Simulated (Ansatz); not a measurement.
**Y6FeSb2, several self-consistent solutions**

```xyz
18
Lattice="8.1580 0.0000 0.0000 -4.0790 7.0650 0.0000 0.0000 0.0000 8.3860" Properties=species:S:1:pos:R:3 pbc="T T T"
Y     1.9253    0.0000    0.0000
Y     3.1164    5.3977    0.0000
Y    -0.9626    1.6673    0.0000
Y     4.8703    0.0000    2.0965
Y     1.6438    2.8472    2.0965
Y    -2.4352    4.2178    2.0965
Fe    0.0000    0.0000    2.0965
Sb    0.0000    4.7100    0.0000
Sb    4.0790    2.3550    0.0000
Y     1.9253    0.0000    4.1930
Y     3.1164    5.3977    4.1930
Y    -0.9626    1.6673    4.1930
Y     4.8703    0.0000    6.2895
Y     1.6438    2.8472    6.2895
Y    -2.4352    4.2178    6.2895
Fe    0.0000    0.0000    6.2895
Sb    0.0000    4.7100    4.1930
Sb    4.0790    2.3550    4.1930
```

Computed with plane-wave PAW DFT (Ansatz 0.2.0): r2SCAN, 500 eV cutoff, 5×5×4 Γ-centred mesh, fermi-dirac occupations of width 0.050 eV. The atoms are fixed and numbered as listed; spin is collinear, without spin-orbit coupling.

Different starts of the self-consistent cycle ended in different solutions. Their moments in μB:

```json
{"state": "A", "Fe7": "2.66", "Fe16": "-2.66", "other atoms together": "0.00", "size of the net moment a cell": "0.00"}
{"state": "B", "Fe7": "2.70", "Fe16": "2.70", "other atoms together": "-2.98", "size of the net moment a cell": "2.06"}
{"state": "C", "Fe7": "0.00", "Fe16": "0.00", "other atoms together": "0.00", "size of the net moment a cell": "0.00"}
```

Site moments are taken in small spheres that don't touch (radius about 0.4 of the atom's shortest bond), so those of the magnetic atoms read low, and they needn't add up to the net moment. State C was run without spin polarisation.

Q: What is the order in energy at zero smearing?

A: State B (parallel moments) is lowest; A (antiparallel, compensated) lies 10.1 meV above it, C (without moments) lies 69 meV above it, all counted an atom of the cell.

Q: Which states have a gap on the mesh, and what pressure does each exert on this cell?

A: A: no gap, 1.7 GPa; B: no gap, 1.7 GPa; C: no gap, 0.2 GPa (positive in compression).

Q: What does magnetism gain here?

A: 69 meV an atom of the cell, or 622 meV for each Fe atom, against state C, which has none. In a metal like this the level decides whether moments form at all, so this is no ordering energy.

The cell is that of a Crystallography Open Database entry, unchanged but doubled along one cell vector so that moments can oppose.

Caveats: only orders that fit this cell and collinear spins were tried, so the true order may need a larger cell or canted moments; atoms and cell are not relaxed, and each state would relax in its own way; r2SCAN overestimates the moments and magnetic energies of itinerant metals, and can make a paramagnetic metal magnetic; the k mesh is coarse, so differences of a few meV are uncertain where a state is a metal; one start a pattern, so a lower state of the same pattern may exist.
